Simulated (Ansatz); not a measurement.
Na₂PdC₂ in space group P-3m1 (No. 164; Na on 2d, Pd on 1a, C on 2c), DFT-PBEsol in the program Ansatz with PAW potentials. The conduction-band minimum lies at L, with 3 equivalent valleys. Second derivatives d²E/dk² of the lowest band at one valley (eV·Å²), along Cartesian directions:

```tsv
direction	d²E/dk²
[100]	10.07
[010]	38.82
[001]	60.25
[110]	24.45
[101]	35.21
[011]	49.48
```

### Question
Find the principal effective masses, the density-of-states mass and the conductivity mass.

### Answer
Off-diagonal terms follow from H_xy = H[110] − (H_xx + H_yy)/2, and m*/mₑ = 7.620 eV·Å² over each eigenvalue: 0.13, 0.20, 0.76. One valley's DOS mass (m₁m₂m₃)^(1/3) = 0.27, conductivity mass 3/(Σ 1/mᵢ) = 0.21 mₑ.

### Question
What effective density of states Nc follows at 300 K for parabolic valleys?

### Answer
Nc = 2.509e19 × 3 × (0.27)^(3/2) ≈ 1.1e19 cm⁻³.

The workflow started from a Materials Project entry (that database holds measured and hypothetical structures alike); the Crystallography Open Database copy checked does not list it. Its standing as an ambient phase is unchecked. Symmetry was held in the PBEsol relaxation; whether a distortion lowers the energy is not shown. No spin polarisation was allowed. Spin–orbit coupling is left out wherever it is not named.

Potentials: the later of the program's two PAW sets.

Edges and masses are those of Kohn–Sham bands, whose gap is no quasiparticle gap.
